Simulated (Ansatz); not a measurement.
Here is the system:

Relaxed Al2Au (fluorite type, space group Fm-3m):

```
Al2Au
1.0
    0.00000     5.95664     5.95664
    2.97832     0.00000     2.97832
    2.97832     2.97832     0.00000
Al Au
4 2
Direct
  0.12500   0.25000   0.25000
  0.62500   0.25000   0.25000
  0.37500   0.75000   0.75000
  0.87500   0.75000   0.75000
  0.00000   0.00000   0.00000
  0.50000   0.00000   0.00000
```

A phonon eigenvector at L = (0.5, 0.0, 0.0) is frozen into this cell: atom i moves by Q times the vector below, so Q is the largest atomic displacement, in Å. The cell is held. (q is in reciprocal vectors of the primitive cell; the cell shown is doubled to hold the pattern.)

```
atom       x       y       z
----  ------  ------  ------
Al1   -0.145   0.145   0.145
Al2    0.145  -0.145  -0.145
Al3    0.145  -0.145  -0.145
Al4   -0.145   0.145   0.145
Au5    0.577  -0.577  -0.577
Au6   -0.577   0.577   0.577
```

Computed with LDA (plane waves to 420 eV, PAW, scalar-relativistic; Ansatz, a quantum-chemistry and plane-wave program). k mesh 7×14×14 (Γ-centred), Fermi-Dirac smearing 0.05 eV. Energies are smeared free energies. With partly filled bands, energies and forces of such displacements shift with the k mesh and the smearing. Al2Au was relaxed with its symmetry unable to fall. Spin-orbit coupling is left out, though Au is heavy. ΔE is measured from the undisplaced structure.

The scan covers Q from -0.280 to 0.280 Å in 13 points.

Task: Which space group does the distorted structure have?

Result: R-3m (No. 166), lowered from Fm-3m.

Task: What is the energy change at Q = 0.280 Å?

Result: 876 meV/cell.

(A displaced cell: forces are minus the slopes of the energy, force constants its curvatures, and phonons follow from these.)
